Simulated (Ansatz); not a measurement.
F in its lowest state found on the top face of a (100) slab of AlNi (Pm-3m (No. 221)), 7 planes, outer planes Ni (top) and Ni (bottom); 1 a cell of 8.19 Å², its atoms last:

```xyz
8
Lattice="2.8622 0.0000 0.0000 0.0000 2.8622 0.0000 0.0000 0.0000 27.5865" Properties=species:S:1:pos:R:3 pbc="T T T"
Ni    1.4311    1.4311    8.5000
Al    0.0000    0.0000    9.9311
Ni    1.4311    1.4311   11.3622
Al    0.0000    0.0000   12.7813
Ni    1.4311    1.4311   14.2114
Al    0.0000    0.0000   15.6359
Ni    1.4311    1.4311   16.9810
F     0.0000    1.4311   18.2504
```

These are results of DFT PBEsol, scalar-relativistic, plane waves, PAW in Ansatz 0.2.0, not measurements. Cutoff 420 eV; k points 10×10×1 on the computed 8-atom cell (Γ-centred); Gaussian smearing, width 0.10 eV; no spin polarisation. The cell repeats along c with a dipole correction in the vacuum.

The clean top face has a work function of 4.79 eV. Adsorption changes the slab's dipole along +c by Δp = -0.1362 e·Å a cell (-0.65 D an adsorbate).

**Question.** What change of work function does the Helmholtz equation give?

**Answer.** A sheet of dipoles makes a step in an electron's potential energy of −e·Δp/(ε0·A), and e/ε0 = 180.95 eV·Å for Δp in e·Å: −180.95 × (-0.1362)/8.19 = +3.01 eV. This is the change of φ(top) − φ(bottom). If the bottom face is unmoved, φ(top) becomes 7.80 eV.

**Question.** How does that compare with the calculation?

**Answer.** φ(top) changes by +2.94 eV and φ(bottom) by -0.07 eV, so their difference changes by +3.01 eV. The slab is thin enough for the adsorbate to shift the Fermi level against the bottom face too.

**Question.** What does the sign say about the electrons?

**Answer.** The change of dipole points into the surface (negative end outward), so the work function rises. Electrons gather on the vacuum side. Δp also holds the adsorbate's own dipole and the moves of the surface atoms, so it isn't a charge transfer alone.

Spin polarisation was left out, and a magnetic state may lie lower.